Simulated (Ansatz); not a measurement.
PbF$_{4}$:
```xyz
5
Lattice="-2.1472 2.1472 3.9817 2.1472 -2.1472 3.9817 2.1472 2.1472 -3.9817" Properties=species:S:1:pos:R:3 pbc="T T T"
Pb     0.0000     0.0000     0.0000
F      0.0000     0.0000     5.9929
F      0.0000     0.0000     1.9705
F      0.0000     2.1472     0.0000
F      2.1472     0.0000     0.0000
```

Relaxed with r²SCAN.

**Question.** Which orbitals make up the states near the band edges in r²SCAN (plane waves, PAW; program Ansatz)?

**Answer.** Top 1 eV of the valence band: F 2p 98 %. Bottom 1 eV of the conduction band: Pb 6s 45 %, F 2p 45 %. Projections are on Löwdin-orthogonalised atomic valence shells; empty p or d shells of many metals are not among them.

**Question.** Tabulate the density of states.

**Answer.** States/eV per cell of 5 atoms, in 0.25 eV bins, energy from the valence-band maximum.

```tsv
E (eV)	total	F 2p	Pb 6s	Pb 6p
-7.85	0.00	0.00	0.00	0.00
-7.60	0.00	0.00	0.00	0.00
-7.35	0.00	0.00	0.00	0.00
-7.10	0.36	0.20	0.14	0.00
-6.85	0.85	0.47	0.33	0.00
-6.60	0.84	0.47	0.32	0.01
-6.35	0.86	0.48	0.32	0.01
-6.10	0.92	0.52	0.33	0.01
-5.85	1.07	0.60	0.39	0.02
-5.60	1.25	0.69	0.45	0.02
-5.35	0.67	0.39	0.22	0.02
-5.10	0.45	0.27	0.14	0.02
-4.85	0.31	0.19	0.09	0.02
-4.60	0.22	0.14	0.05	0.01
-4.35	0.14	0.09	0.03	0.01
-4.10	0.06	0.04	0.01	0.01
-3.85	1.18	0.98	0.00	0.18
-3.60	1.62	1.34	0.02	0.22
-3.35	1.00	0.81	0.03	0.12
-3.10	1.01	0.81	0.04	0.11
-2.85	1.70	1.43	0.04	0.16
-2.60	4.85	4.28	0.03	0.35
-2.35	3.30	2.91	0.03	0.21
-2.10	1.71	1.47	0.03	0.11
-1.85	3.23	2.93	0.03	0.15
-1.60	8.57	8.08	0.02	0.28
-1.35	10.19	9.90	0.02	0.10
-1.10	7.62	7.42	0.03	0.04
-0.85	7.77	7.58	0.02	0.04
-0.60	12.11	11.90	0.02	0.05
-0.35	12.44	12.15	0.02	0.03
-0.10	9.72	9.62	0.00	0.01
0.15	0.00	0.00	0.00	0.00
0.40	0.00	0.00	0.00	0.00
0.65	0.00	0.00	0.00	0.00
0.90	0.00	0.00	0.00	0.00
1.15	0.00	0.00	0.00	0.00
1.40	0.00	0.00	0.00	0.00
1.65	0.00	0.00	0.00	0.00
1.90	0.00	0.00	0.00	0.00
2.15	0.00	0.00	0.00	0.00
2.40	0.00	0.00	0.00	0.00
2.65	0.00	0.00	0.00	0.00
2.90	0.13	0.06	0.06	0.00
3.15	0.25	0.11	0.11	0.01
3.40	0.42	0.19	0.19	0.01
3.65	0.69	0.31	0.32	0.02
3.90	0.71	0.31	0.33	0.03
4.15	0.75	0.32	0.36	0.03
4.40	0.84	0.36	0.41	0.03
4.65	1.16	0.50	0.57	0.04
4.90	1.10	0.47	0.55	0.04
5.15	0.65	0.27	0.32	0.03
5.40	0.48	0.20	0.24	0.02
5.65	0.38	0.16	0.19	0.02
5.90	0.30	0.13	0.15	0.01
6.15	0.14	0.06	0.07	0.00
6.40	0.00	0.00	0.00	0.00
6.65	0.00	0.00	0.00	0.00
6.90	0.00	0.00	0.00	0.00
7.15	0.00	0.00	0.00	0.00
7.40	0.00	0.00	0.00	0.00
```

Space group I4/mmm. The workflow started from a Materials Project entry (that database holds measured and hypothetical structures alike); the Crystallography Open Database files this formula in space group No. 139, but the cells were not matched. Whether it is the stable phase at ambient conditions was not checked. The r²SCAN relaxation kept the symmetry of its start; its stability against distortions is not shown here. A crystal of weakly bound layers computed without a dispersion correction: the cell and the soft elastic constants depend strongly on that. Scalar-relativistic: spin–orbit coupling is off unless named, which matters more the heavier the elements.

Potentials: the later of the program's two PAW sets.
